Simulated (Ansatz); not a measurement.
TiZn2O4:
```
CELL_PARAMETERS angstrom
     -2.93355     2.96936     4.30914
      2.93355    -2.96936     4.30914
      2.93355     2.96936    -4.30914
ATOMIC_POSITIONS crystal
  Ti 0.50000 0.50000 0.00000
  Ti 0.00000 0.50000 0.50000
  Zn 0.88899 0.13899 0.75000
  Zn 0.11101 0.86101 0.25000
  Zn 0.50000 0.50000 0.50000
  Zn 0.50000 0.00000 0.00000
  O  0.28770 0.27455 0.01315
  O  0.71230 0.72545 0.98685
  O  0.76141 0.27455 0.48685
  O  0.23859 0.72545 0.51315
  O  0.75379 0.27916 0.02537
  O  0.24621 0.72084 0.97463
  O  0.75379 0.72842 0.47463
  O  0.24621 0.27158 0.52537
```

Relaxed with PBEsol. Special points in fractions of this cell's reciprocal vectors: Γ (0.000, 0.000, 0.000); X (0.500, 0.500, -0.500); F2 (0.366, 0.634, -0.366); Σ0 (-0.366, 0.366, 0.366); Y0 (0.369, -0.369, 0.369); U0 (0.631, 0.369, -0.369); R (0.000, 0.500, 0.000); W (0.250, 0.250, 0.250); S (0.500, 0.000, 0.000); T (0.000, 0.000, 0.500).

Q: List the band energies nearest the valence-band maximum at these points for the program Ansatz at the PBEsol level (PAW).

A: In eV from the valence-band maximum; about four levels below and three above (degenerate sets whole), none deeper than 8.9 eV; points with the same levels are listed once.

```json
[
 {"k": "Γ", "below": "-0.74 -0.65 -0.64 -0.56", "above": "1.45 2.29 2.54"},
 {"k": "X", "below": "-1.52 -1.52 -1.16 -0.18 0.00", "above": "1.71 2.41 2.74"},
 {"k": "F2", "below": "-1.37 -1.03 -0.32 -0.31", "above": "1.90 2.41 2.75"},
 {"k": "Y0", "below": "-1.15 -1.13 -0.59 -0.07", "above": "1.97 2.44 2.51"},
 {"k": "R", "below": "-0.96 -0.92 -0.91 -0.36", "above": "1.96 2.41 2.49"},
 {"k": "W", "below": "-0.88 -0.88 -0.71 -0.71", "above": "2.49 2.49 2.64 2.64"},
 {"k": "S", "below": "-1.28 -1.12 -0.68 -0.26", "above": "2.18 2.40 2.57"},
 {"k": "T", "below": "-1.24 -1.24 -0.38 -0.38", "above": "2.32 2.32 2.70 2.70"}
]
```

Space group Imma. The first step of the workflow began from a Materials Project structure, measured or hypothetical; the Crystallography Open Database copy checked does not list it. COD files the formula under space group No. 95. Its standing as an ambient phase is unchecked. The PBEsol relaxation kept the symmetry of its start; phonons show weakly imaginary modes. The run is not spin-polarised.

Potentials: the later of the program's two PAW sets.
